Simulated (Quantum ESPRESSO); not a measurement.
Space group Fm-3m (No. 225); a = 8.522 Å, b = 8.522 Å, c = 8.522 Å, α = 90.00°, β = 90.00°, γ = 90.00°

```
atom  site  symmetry       x       y       z
----  ----  --------  ------  ------  ------
H      24e      4m.m  0.0000  0.0000  0.1927
Rb      8c      -43m  0.2500  0.2500  0.2500
Pt      4a      m-3m  0.0000  0.0000  0.0000
```
(The calculation used a cell of 9 atoms; values per cell refer to that cell.)

The geometry is that of Materials Project entry mp-643101, symmetrised and not relaxed again.

Problem. What does LDA (Quantum ESPRESSO, PseudoDojo norm-conserving, 84 Ry, scalar-relativistic) give for the electronic structure near the Fermi level?

Solution. The LDA gap is 3.78 eV and nearly direct: the edges lie at K and X, the smallest direct gap within 0.02 eV of it. Another valence extremum on the path lies within 0.02 eV, too close to call. Without spin-orbit coupling, band edges of such heavy elements can be off by tenths of an eV.

The structure is a Materials Project entry; no match was found in the copy of COD used, and its stability was not checked.
